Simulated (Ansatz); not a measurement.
## ZnCd2S3: relaxed-ion elastic tensor

The calculation used DFT PBE, scalar-relativistic, plane waves, PAW (Ansatz). Cutoff 420 eV, 10×10×10 k-points (Γ-centred), fixed occupations. No spin polarisation.

The cell, relaxed at this level:
```
Zn Cd S
1.0
    -2.02773    2.02773    8.73205
     2.02773   -2.02773    8.73205
     2.02773    2.02773   -8.73205
Zn Cd S
1 2 3
Cartesian
  0.0000 0.0000 0.0000
  0.0000 0.0000 11.5513
  0.0000 0.0000 5.9128
  0.0000 2.0277 4.3660
  2.0277 0.0000 7.4657
  2.0277 0.0000 1.2664
```

The structure comes from a generated guess, relaxed at this level; another structure or a mixture of phases may lie lower.

**Question.** Give the relaxed-ion elastic constants (GPa, Voigt order xx yy zz yz xz xy, on the Cartesian axes of the cell above).

**Answer.**
```
91.8 30.6 50.0  0.0  0.0  0.0
30.6 91.8 50.0  0.0  0.0  0.0
50.0 50.0 77.6  0.0  0.0  0.0
 0.0  0.0  0.0 29.6  0.0  0.0
 0.0  0.0  0.0  0.0 29.6  0.0
 0.0  0.0  0.0  0.0  0.0 12.5
```

**Question.** Is the crystal stable against homogeneous strain?

**Answer.** Yes: the least eigenvalue of the tensor is 12.5 GPa.

**Question.** And the moduli of a polycrystal (Hill averages)?

**Answer.** B = 58 GPa, G = 21 GPa, E = 57 GPa, ν = 0.34.
